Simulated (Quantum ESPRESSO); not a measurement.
Al3MgON3, one run as intended and one with a planted mistake

Computed values, not a measurement. The program is pw.x of Quantum ESPRESSO 7.5 (plane-wave density functional theory). The cell is made up: 8 atoms on a rocksalt lattice, with randomly drawn elements, strain and displacements, not relaxed. PseudoDojo standard norm-conserving files (v0.5 for PBE, v0.4.1 for LDA and PBEsol) set the functional; there is no spin polarisation, spin-orbit coupling or dispersion term, and the masses in the input are unused placeholders.

Intended input:

```
&control calculation='scf', pseudo_dir='./dojo.nc.sr.pbe.v0_5.standard.upf', outdir='./o', disk_io='low', tprnfor=.true., tstress=.true. /
&system ibrav=0, nat=8, ntyp=4, nbnd=26, ecutwfc=84.00895049, nosym=.true., tot_charge=0,
 occupations='smearing', smearing='fd', degauss=0.0018374661
/
&electrons conv_thr=7.350e-09, electron_maxstep=60, /
ATOMIC_SPECIES
Al 1.0 Al.upf
Mg 1.0 Mg.upf
N 1.0 N.upf
O 1.0 O.upf
CELL_PARAMETERS angstrom
4.0022 -0.0271 -0.0293
-0.0271 4.0033 0.0307
-0.0293 0.0307 4.0706
ATOMIC_POSITIONS angstrom
Al 0.0695 -0.0288 -0.0853
Mg 0.0163 2.022 2.0878
Al 1.9537 -0.0483 1.9711
Al 2.0077 2.0248 -0.019
O 1.9269 0.0145 -0.0764
N 1.9048 1.9642 2.0556
N 4.0061 -0.0402 2.0147
N 4.0209 1.9382 0.0111
K_POINTS automatic
4 4 4 1 1 1
```

The log is shortened where brackets say so; the opening notice, blank lines, dates and the lines on written files are dropped, and the path of the files is cut. It prints rydbergs, bohrs and kilobars, and counts compression as positive stress. Where no state is partly filled, the Fermi energy that it prints is only some level between the filled and the empty states on the mesh, and need not lie in the true gap.

Log of the intended run:

```
     Program PWSCF v.7.5
     Parallel version (MPI & OpenMP), running on       4 processor cores
     Number of MPI processes:                 4
     Threads/MPI process:                     1
     [start-up lines left out]
     bravais-lattice index     =            0
     lattice parameter (alat)  =       7.5634  a.u.
     unit-cell volume          =     440.0524 (a.u.)^3
     number of atoms/cell      =            8
     number of atomic types    =            4
     number of electrons       =        40.00
     number of Kohn-Sham states=           26
     kinetic-energy cutoff     =      84.0090  Ry
     charge density cutoff     =     336.0358  Ry
     scf convergence threshold =      7.3E-09
     mixing beta               =       0.7000
     number of iterations used =            8  plain     mixing
     Exchange-correlation= PBE
                           (   1   4   3   4   0   0   0)
     [axes and pseudopotential details left out]
   Cartesian axes
     site n.     atom                  positions (alat units)
         1        Al     tau(   1) = (   0.0173646  -0.0071957  -0.0213122  )
         2        Mg     tau(   2) = (   0.0040726   0.5051970   0.5216371  )
         3        Al     tau(   3) = (   0.4881322  -0.0120678   0.4924796  )
         4        Al     tau(   4) = (   0.5016242   0.5058966  -0.0047472  )
         5        O      tau(   5) = (   0.4814363   0.0036228  -0.0190886  )
         6        N      tau(   6) = (   0.4759146   0.4907557   0.5135920  )
         7        N      tau(   7) = (   1.0009247  -0.0100440   0.5033731  )
         8        N      tau(   8) = (   1.0046225   0.4842596   0.0027733  )
     number of k points=    32  Fermi-Dirac smearing, width (Ry)=  0.0018
                       cart. coord. in units 2pi/alat
        k(    1) = (   0.1267514   0.1248876   0.1228761), wk =   0.0625000
        k(    2) = (   0.1285385   0.1230144   0.3687145), wk =   0.0625000
     [further k points left out]
     Dense  grid:    45753 G-vectors     FFT dimensions: (  45,  45,  45)
     Estimated max dynamical RAM per process >      73.67 MB
     Estimated total dynamical RAM >     261.19 MB
     Initial potential from superposition of free atoms
     starting charge      39.9918, renormalised to      40.0000
     Starting wfcs are   33 randomized atomic wfcs
     total cpu time spent up to now is        0.9 secs
     per-process dynamical memory:    54.9 Mb
     Self-consistent Calculation
     iteration #  1     ecut=    84.01 Ry     beta= 0.70
     Davidson diagonalization with overlap
     ethr =  1.00E-02,  avg # of iterations =  5.5
     total cpu time spent up to now is        2.2 secs
     total energy              =    -227.75045938 Ry
     estimated scf accuracy    <       1.96115062 Ry
     iteration #  2     ecut=    84.01 Ry     beta= 0.70
     Davidson diagonalization with overlap
     ethr =  4.90E-03,  avg # of iterations =  2.2
     total cpu time spent up to now is        3.3 secs
     total energy              =    -228.35053945 Ry
     estimated scf accuracy    <       1.26458243 Ry
     [iterations 3 to 9 left out]
     iteration # 10     ecut=    84.01 Ry     beta= 0.70
     Davidson diagonalization with overlap
     ethr =  1.20E-09,  avg # of iterations =  2.1
     total cpu time spent up to now is       12.5 secs
     total energy              =    -228.57623920 Ry
     estimated scf accuracy    <          9.2E-09 Ry
     iteration # 11     ecut=    84.01 Ry     beta= 0.70
     Davidson diagonalization with overlap
     ethr =  2.31E-11,  avg # of iterations =  4.1
     total cpu time spent up to now is       13.7 secs
     End of self-consistent calculation
     [lines on levels left out]
     the Fermi energy is    14.0201 ev
!    total energy              =    -228.57623921 Ry
     estimated scf accuracy    <          1.4E-09 Ry
     smearing contrib. (-TS)   =       0.00000000 Ry
     internal energy E=F+TS    =    -228.57623921 Ry
     The total energy is F=E-TS. E is the sum of the following terms:
     one-electron contribution =     -82.93499761 Ry
     hartree contribution      =      65.90362489 Ry
     xc contribution           =     -50.50117081 Ry
     ewald contribution        =    -161.04369568 Ry
     convergence has been achieved in  11 iterations
     Forces acting on atoms (cartesian axes, Ry/au):
     atom    1 type  1   force =    -0.04511689    0.01443191    0.03167790
     atom    2 type  2   force =    -0.08085623   -0.03265360   -0.02712592
     atom    3 type  1   force =     0.02848313    0.02474851    0.00768341
     atom    4 type  1   force =     0.00711450   -0.03542151    0.01081786
     atom    5 type  4   force =     0.05389340   -0.02426497    0.02707704
     atom    6 type  3   force =     0.10426601    0.01992929   -0.01943548
     atom    7 type  3   force =    -0.03632766    0.01235571   -0.02327052
     atom    8 type  3   force =    -0.03145626    0.02087466   -0.00742430
     Total force =     0.184009     Total SCF correction =     0.000025
     Computing stress (Cartesian axis) and pressure
          total   stress  (Ry/bohr**3)                   (kbar)     P=      211.43
   0.00175770   0.00023514   0.00026987          258.57       34.59       39.70
   0.00023514   0.00142895  -0.00026426           34.59      210.21      -38.87
   0.00026987  -0.00026426   0.00112513           39.70      -38.87      165.51
     init_run     :      0.85s CPU      0.89s WALL (       1 calls)
     electrons    :     12.70s CPU     12.80s WALL (       1 calls)
     forces       :      0.22s CPU      0.23s WALL (       1 calls)
     stress       :      0.67s CPU      0.67s WALL (       1 calls)
     [timing details left out]
     PWSCF        :     14.51s CPU     14.67s WALL
     JOB DONE.
```

A second run has one planted mistake: the cell and the positions are scaled by a wrong factor. The input lines that differ, file-writing options aside:

```
- 4.0022 -0.0271 -0.0293
+ 3.961 -0.0268 -0.029
- -0.0271 4.0033 0.0307
+ -0.0268 3.9621 0.0304
- -0.0293 0.0307 4.0706
+ -0.029 0.0304 4.0287
- Al 0.0695 -0.0288 -0.0853
+ Al 0.0688 -0.0285 -0.0844
- Mg 0.0163 2.022 2.0878
+ Mg 0.0161 2.0012 2.0663
- Al 1.9537 -0.0483 1.9711
+ Al 1.9336 -0.0478 1.9508
- Al 2.0077 2.0248 -0.019
+ Al 1.987 2.0039 -0.0188
- O 1.9269 0.0145 -0.0764
+ O 1.9071 0.0144 -0.0756
- N 1.9048 1.9642 2.0556
+ N 1.8852 1.944 2.0344
- N 4.0061 -0.0402 2.0147
+ N 3.9648 -0.0398 1.9939
- N 4.0209 1.9382 0.0111
+ N 3.9795 1.9182 0.011
```

Its log:

```
     Program PWSCF v.7.5
     Parallel version (MPI & OpenMP), running on       4 processor cores
     Number of MPI processes:                 4
     Threads/MPI process:                     1
     [start-up lines left out]
     bravais-lattice index     =            0
     lattice parameter (alat)  =       7.4856  a.u.
     unit-cell volume          =     426.6033 (a.u.)^3
     number of atoms/cell      =            8
     number of atomic types    =            4
     number of electrons       =        40.00
     number of Kohn-Sham states=           26
     kinetic-energy cutoff     =      84.0090  Ry
     charge density cutoff     =     336.0358  Ry
     scf convergence threshold =      7.3E-09
     mixing beta               =       0.7000
     number of iterations used =            8  plain     mixing
     Exchange-correlation= PBE
                           (   1   4   3   4   0   0   0)
     [axes and pseudopotential details left out]
   Cartesian axes
     site n.     atom                  positions (alat units)
         1        Al     tau(   1) = (   0.0173685  -0.0071948  -0.0213067  )
         2        Mg     tau(   2) = (   0.0040644   0.5052008   0.5216353  )
         3        Al     tau(   3) = (   0.4881353  -0.0120671   0.4924774  )
         4        Al     tau(   4) = (   0.5016161   0.5058825  -0.0047460  )
         5        O      tau(   5) = (   0.4814454   0.0036353  -0.0190851  )
         6        N      tau(   6) = (   0.4759168   0.4907608   0.5135822  )
         7        N      tau(   7) = (   1.0009096  -0.0100475   0.5033580  )
         8        N      tau(   8) = (   1.0046206   0.4842476   0.0027769  )
     number of k points=    32  Fermi-Dirac smearing, width (Ry)=  0.0018
                       cart. coord. in units 2pi/alat
        k(    1) = (   0.1267508   0.1248861   0.1228756), wk =   0.0625000
        k(    2) = (   0.1285380   0.1230119   0.3687137), wk =   0.0625000
     [further k points left out]
     Dense  grid:    44377 G-vectors     FFT dimensions: (  45,  45,  45)
     Estimated max dynamical RAM per process >      71.81 MB
     Estimated total dynamical RAM >     254.73 MB
     Initial potential from superposition of free atoms
     starting charge      39.9918, renormalised to      40.0000
     Starting wfcs are   33 randomized atomic wfcs
     total cpu time spent up to now is        1.1 secs
     per-process dynamical memory:    53.9 Mb
     Self-consistent Calculation
     iteration #  1     ecut=    84.01 Ry     beta= 0.70
     Davidson diagonalization with overlap
     ethr =  1.00E-02,  avg # of iterations =  5.8
     total cpu time spent up to now is        2.4 secs
     total energy              =    -227.73211981 Ry
     estimated scf accuracy    <       1.97100008 Ry
     iteration #  2     ecut=    84.01 Ry     beta= 0.70
     Davidson diagonalization with overlap
     ethr =  4.93E-03,  avg # of iterations =  2.0
     total cpu time spent up to now is        3.5 secs
     total energy              =    -228.34026486 Ry
     estimated scf accuracy    <       1.18909738 Ry
     [iterations 3 to 9 left out]
     iteration # 10     ecut=    84.01 Ry     beta= 0.70
     Davidson diagonalization with overlap
     ethr =  2.64E-10,  avg # of iterations =  2.0
     total cpu time spent up to now is       12.7 secs
     total energy              =    -228.55260498 Ry
     estimated scf accuracy    <          9.2E-09 Ry
     iteration # 11     ecut=    84.01 Ry     beta= 0.70
     Davidson diagonalization with overlap
     ethr =  2.29E-11,  avg # of iterations =  3.7
     total cpu time spent up to now is       13.8 secs
     End of self-consistent calculation
     [lines on levels left out]
     the Fermi energy is    14.7173 ev
!    total energy              =    -228.55260498 Ry
     estimated scf accuracy    <          1.3E-10 Ry
     smearing contrib. (-TS)   =       0.00000000 Ry
     internal energy E=F+TS    =    -228.55260498 Ry
     The total energy is F=E-TS. E is the sum of the following terms:
     one-electron contribution =     -80.51896471 Ry
     hartree contribution      =      65.36398899 Ry
     xc contribution           =     -50.67861377 Ry
     ewald contribution        =    -162.71901549 Ry
     convergence has been achieved in  11 iterations
     Forces acting on atoms (cartesian axes, Ry/au):
     atom    1 type  1   force =    -0.05245202    0.01475874    0.03643847
     atom    2 type  2   force =    -0.08806943   -0.03492159   -0.02865995
     atom    3 type  1   force =     0.03223530    0.02623740    0.00701932
     atom    4 type  1   force =     0.00859000   -0.03679574    0.01283586
     atom    5 type  4   force =     0.06136330   -0.02470740    0.02854205
     atom    6 type  3   force =     0.11230993    0.01976213   -0.02158636
     atom    7 type  3   force =    -0.04032930    0.01404054   -0.02766694
     atom    8 type  3   force =    -0.03364779    0.02162592   -0.00692245
     Total force =     0.200899     Total SCF correction =     0.000014
     Computing stress (Cartesian axis) and pressure
          total   stress  (Ry/bohr**3)                   (kbar)     P=      307.75
   0.00245459   0.00024507   0.00028236          361.08       36.05       41.54
   0.00024507   0.00209173  -0.00027525           36.05      307.70      -40.49
   0.00028236  -0.00027525   0.00172977           41.54      -40.49      254.46
     init_run     :      0.89s CPU      0.93s WALL (       1 calls)
     electrons    :     12.67s CPU     12.76s WALL (       1 calls)
     forces       :      0.22s CPU      0.23s WALL (       1 calls)
     stress       :      0.65s CPU      0.65s WALL (       1 calls)
     [timing details left out]
     PWSCF        :     14.59s CPU     14.74s WALL
     JOB DONE.
```

```
                                            intended run  run with the mistake
                          free energy (eV)     -3109.938             -3109.617
                    smearing term -TS (eV)        0.0000                0.0000
                            pressure (GPa)         21.14                 30.77
            largest force component (eV/Å)         2.681                 2.888
largest change of a force component (eV/Å)                               0.207
                                iterations            11                    11
```

For scale, a rerun of the intended cell at 1437 eV and a 6 x 6 x 6 mesh moved values by no more than 0.004 eV in energy, 0.02 GPa in stress and 0.003 eV/Å in force.